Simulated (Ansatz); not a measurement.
**23Na nuclear quadrupole resonance in Na2TiAlP3O12**

Cell: a computed structure from the Materials Project (it need not be an observed phase), taken as it stands.

Space group Cc (No. 9); a = 14.9477, b = 8.5580, c = 8.8467 Å, β = 124.11°.

| site | Wyckoff | site symmetry | x | y | z |
| --- | --- | --- | --- | --- | --- |
| Na1 | 4a | 1 | 0.5002 | 0.1142 | 0.7490 |
| Na3 | 4a | 1 | 0.7490 | 0.7496 | 0.4967 |
| Ti | 4a | 1 | 0.3944 | 0.2543 | 0.9420 |
| Al | 4a | 1 | 0.6049 | 0.7472 | 0.0569 |
| P9 | 4a | 1 | 0.6445 | 0.8953 | 0.7513 |
| P10 | 4a | 1 | 0.5041 | 0.4627 | 0.7544 |
| P11 | 4a | 1 | 0.3543 | 0.8883 | 0.7543 |
| O15 | 4a | 1 | 0.6383 | 0.8698 | 0.9171 |
| O16 | 4a | 1 | 0.0733 | 0.0656 | 0.9209 |
| O17 | 4a | 1 | 0.4560 | 0.8200 | 0.9253 |
| O21 | 4a | 1 | 0.3612 | 0.1321 | 0.0849 |
| O22 | 4a | 1 | 0.9284 | 0.9357 | 0.0816 |
| O23 | 4a | 1 | 0.5451 | 0.1794 | 0.0766 |
| O27 | 4a | 1 | 0.2520 | 0.1824 | 0.2248 |
| O28 | 4a | 1 | 0.5757 | 0.6463 | 0.2260 |
| O29 | 4a | 1 | 0.6444 | 0.9259 | 0.2252 |
| O33 | 4a | 1 | 0.7450 | 0.8203 | 0.7718 |
| O34 | 4a | 1 | 0.4252 | 0.3556 | 0.7704 |
| O35 | 4a | 1 | 0.3542 | 0.0701 | 0.7710 |

One atom of each set is listed; the run and its k-mesh use a cell of 38 atoms with edges of 8.61, 8.61, 8.85 Å.

Method: Kohn–Sham DFT in Ansatz, r2SCAN, plane waves and PAW, scalar-relativistic, 500 eV cutoff, Γ-centred 3×3×3 k-points, Fermi–Dirac smearing 0.02 eV.

23Na: I = 3/2, Q = 104.0 mb (year-2017 value). Static lattice, zero field.

Problem. Predict the zero-field 23Na lines of each site.

Solution. For I = 3/2 there is one line, ν = (|C_Q|/2)(1 + η²/3)^½.

| site | atoms | V_zz (10²¹ V/m²) | C_Q (MHz) | η | line frequencies (MHz) |
| --- | --- | --- | --- | --- | --- |
| Na1 | 2 | -1.67 | -4.21 | 0.58 | 2.22 |
| Na3 | 2 | -1.23 | -3.10 | 0.35 | 1.58 |

At this cell the r2SCAN pressure is -5 GPa, so with r2SCAN the cell would shrink if it were relaxed. The entry's cell may itself be off. The largest force is 0.5 eV/Å, so the atoms aren't at the calculated equilibrium and relaxing them would move these values.
